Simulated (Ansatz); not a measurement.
The relaxed structure here is a generated cell of AlOs: the first start was made by a random draw of sites in a space group, and the end was not matched to a known phase here, so it may be hypothetical.

A relaxed cell of AlOs (P3m1 (No. 156)), relaxed on a k-mesh at least as fine as the one used below. Computed with PBE (plane waves to 420 eV, PAW, scalar-relativistic; Ansatz, a program for electronic structure). Γ-centred k-mesh 9×5×7 on the run's cell (coarser than for final values), Fermi–Dirac smearing 0.05 eV.

```xyz
8
Lattice="4.1175 0.0000 0.0000 -4.1175 7.1317 0.0000 0.0000 0.0000 5.0429" Properties=species:S:1:pos:R:3 pbc="T T T"
Al     2.0587     1.1886     3.4217
Al     0.0000     4.7544     3.4217
Al     0.0000     2.3772     0.0393
Al    -2.0587     5.9431     0.0393
Os     2.0587     1.1886     0.9150
Os     0.0000     4.7544     0.9150
Os     0.0000     0.0000     1.6539
Os    -2.0587     3.5658     1.6539
```

The atoms are displaced by (Å):

```
atom      ux      uy      uz
----  ------  ------  ------
Al1   -0.152  -0.025   0.002
Al2   -0.004  -0.145  -0.016
Al3    0.073   0.153   0.039
Al4   -0.026  -0.066   0.062
Os5    0.031   0.063   0.034
Os6   -0.002  -0.061   0.050
Os7   -0.044  -0.015  -0.009
Os8   -0.010  -0.073  -0.166
```

Task: What forces (eV/Å) and pressure result?

Result: 
```
atom     Fx     Fy     Fz
----  -----  -----  -----
Al1    0.09  -0.24   0.30
Al2   -0.05   0.42   0.38
Al3   -0.61  -2.61  -0.78
Al4    0.19   0.90  -0.10
Os5   -0.15  -2.74  -1.76
Os6   -0.23   2.72  -1.62
Os7    0.51   0.06   0.40
Os8    0.25   1.47   3.18
```

Pressure +5.8 GPa.

Task: Estimate the energy cost of the displacement in the harmonic approximation and compare with the calculation.

Result: For a harmonic well ΔE = −½ Σ F·u = 0.883 eV a cell, or 110 meV/atom. The calculated energy relative to the undisplaced cell is +0.11 eV/atom, so the harmonic estimate holds well.

The undisplaced cell is probably no minimum: from this displacement the run went on to R-3m (No. 166), 0.37 eV/atom below it.

No spin polarisation in the result.
